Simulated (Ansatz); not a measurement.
NaHF2 (space group R-3m)

```
NaHF2
1.0
    1.71311     0.98906     4.57029
   -1.71311     0.98906     4.57029
    0.00000    -1.97813     4.57029
Na H F
1 1 2
Cartesian
  0.00000   0.00000   0.00000
  0.00000   0.00000   6.85544
  0.00000   0.00000   7.99046
  0.00000   0.00000   5.72041
```

The slice is a (-1 1 0 4) plane (indices of the conventional cell) through the point (0.583, 0.583, 0.583) (fractional), spanned by u = [1 0 -1] and v = [1 -1 1] in vectors of this cell: u (3.43 Å) and v (6.04 Å, at 90° to u). It covers one period; positions are fractions (u, v).

Calculation: r2SCAN (plane waves to 500 eV, PAW, scalar-relativistic; Ansatz, a first-principles code). k mesh 11×11×11. Inside the PAW spheres the values are not all-electron values, and peaks at nuclei hang on which shells count as valence. NaHF2 was relaxed with its symmetry unable to fall.

Predict the map of the electrostatic potential energy of an electron, from the cell's mean on the slice.


```
|xxxx0066889988888899886600xx|
|0000008899998888889999880000|
|0044778899999999999999887744|
|5566778899999999999999887766|
|7777889999999999999999998877|
|8888889999999999999999998888|
|9999999999999999999999999999|
|9999999999999999999999999999|
|9999999999999999999999999999|
|8888889999999999999999998888|
|7777778899999999999999887777|
|5555667788999999999988776655|
|2222446677888899888877664422|
|0000225577778855887777552200|
|0000114466777744777766441100|
|0000114466778888887766441100|
|0000225577888888888877552200|
|3333446677888899888877664433|
|6666667788888899888888776666|
|7777888888888888888888888877|
|3377888899888888888899888877|
|0000008899888888888899880000|
|xxxx0066889988888899886600xx|
|xxxxxx118899888888998811xxxx|
```
Scale: ten equal steps from -3.00 (start of '0') to 5.34 (end of '9'), in the order '0123456789'. Values: electrostatic potential energy of an electron, from the cell's mean, in eV. The map has 14 points along u (two characters each, u = 0 at the left) and 24 along v (v = 0 in the bottom row). Points within 0.5 Å of a nucleus are blanked (x), as the pseudised field means little there. Values under -3 eV are set to -3. The zero, the cell's mean, hangs on the PAW cores.
